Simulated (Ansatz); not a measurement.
## Calculated Bi-209 nuclear quadrupole resonance for BiTe under strain

Cell: a structure deposited in the COD, relaxed with PBE at fixed cell and then changed (z stretched by 3 %, ions relaxed).

```yaml
crystal:
  lattice:
    - [4.42200, 0.00000, 0.00000]
    - [-2.21100, 3.82956, 0.00000]
    - [0.00000, 0.00000, 24.77150]
  atoms:
    - { symbol: Bi, position: [0.00000, 0.00000, 0.12634] }
    - { symbol: Bi, position: [0.00000, 0.00000, 0.87366] }
    - { symbol: Bi, position: [0.33333, 0.66667, 0.29085] }
    - { symbol: Bi, position: [0.66667, 0.33333, 0.70915] }
    - { symbol: Bi, position: [0.66667, 0.33333, 0.46583] }
    - { symbol: Bi, position: [0.33333, 0.66667, 0.53417] }
    - { symbol: Te, position: [0.33333, 0.66667, 0.05679] }
    - { symbol: Te, position: [0.66667, 0.33333, 0.94321] }
    - { symbol: Te, position: [0.66667, 0.33333, 0.20908] }
    - { symbol: Te, position: [0.33333, 0.66667, 0.79092] }
    - { symbol: Te, position: [0.00000, 0.00000, 0.36128] }
    - { symbol: Te, position: [0.00000, 0.00000, 0.63872] }
```

Sites (sets of like atoms) are named by element and the number of their first atom in this list.

Level of theory: DFT, PBE, plane waves and PAW, scalar-relativistic, 420 eV cutoff, Γ-centred 11×11×2 k-points, Fermi–Dirac smearing 0.05 eV (Ansatz 0.2.0).

Bi-209: I = 9/2, Q = -516.0 mb (year-2017 value). Static lattice, zero field.

Task: Predict the zero-field Bi-209 lines of each site.

Result: For I = 9/2 and η = 0 the lines are |C_Q|/24 times 1, 2, 3 and 4; η shifts the lowest up most.

```json
{"site": "Bi1", "atoms": "1, 2", "V_zz (10²¹ V/m²)": "1.03", "C_Q (MHz)": "-12.9", "η": "0.00", "line frequencies (MHz)": "0.536, 1.07, 1.61, 2.15"}
{"site": "Bi3", "atoms": "3, 4", "V_zz (10²¹ V/m²)": "3.09", "C_Q (MHz)": "-38.6", "η": "0.00", "line frequencies (MHz)": "1.61, 3.21, 4.82, 6.43"}
{"site": "Bi5", "atoms": "5, 6", "V_zz (10²¹ V/m²)": "5.46", "C_Q (MHz)": "-68.1", "η": "0.00", "line frequencies (MHz)": "2.84, 5.68, 8.52, 11.4"}
```

An axis of threefold or higher order runs through Bi1, Bi3 and Bi5, so V_zz lies along it and η is zero.

Spin–orbit coupling is left out, which shifts gradients on Bi by a few per cent in wide-gap crystals, and can shift them far more where the calculated gap is small or absent, as here. Newer work puts Q(²⁰⁹Bi) near −420 mb, which would lower these couplings by about a fifth. With a gap of 0.11 eV under a smearing of 0.05 eV the band edges are partly filled, so small gradients can hang on the smearing and the k-mesh.
